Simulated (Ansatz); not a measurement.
One crystal and one scan (energy against volume) at two levels, PBE (plane waves to 420 eV, PAW, scalar-relativistic; Ansatz, a first-principles code) and r2SCAN (plane waves to 500 eV, PAW, scalar-relativistic; Ansatz), each from its own relaxed cell and on its own mesh. The cell shown is that of PBE.

YPb3 (Cu3Au type)

```yaml
crystal:
  lattice:
    - [4.89901, 0.00000, 0.00000]
    - [0.00000, 4.89901, 0.00000]
    - [0.00000, 0.00000, 4.89901]
  atoms:
    - { symbol: Y, position: [0.00000, 0.00000, 0.00000] }
    - { symbol: Pb, position: [0.50000, 0.50000, 0.00000] }
    - { symbol: Pb, position: [0.00000, 0.50000, 0.50000] }
    - { symbol: Pb, position: [0.50000, 0.00000, 0.50000] }
```

Equation-of-state scan: isotropic scaling of the cell above, V₀ being its volume. Symmetry pins the atoms to their sites.

The energy includes the smearing's −TS. Spin-orbit coupling is left out, though Pb is heavy. YPb3 is run without spin polarisation. YPb3 was relaxed with its symmetry unable to fall. Both scans cover V/V₀ from 0.840 to 1.160.

ΔE (meV/atom), each from the relaxed starting cell of its own level:

```tsv
V/V₀	PBE	r2SCAN
0.840	159	173
0.872	95	103
0.904	50	54
0.936	21	23
0.968	5	5
1.000	0	0
1.032	4	5
1.064	16	18
1.096	35	38
1.128	59	withheld
1.160	87	95
```

Task: Estimate the r2SCAN value at 1.128 from the PBE value there and the ratio of the two levels in the two nearest given rows on that side of the minimum.

Result: At 1.096 and 1.160 the ratio r2SCAN/PBE averages 1.089, which gives 1.089 × 59 = 64 meV/atom. The calculation gives 64 meV/atom, +8.5 % against PBE.

(Under strain, the slope of the energy per volume gives the stress and its curvature an elastic modulus.)
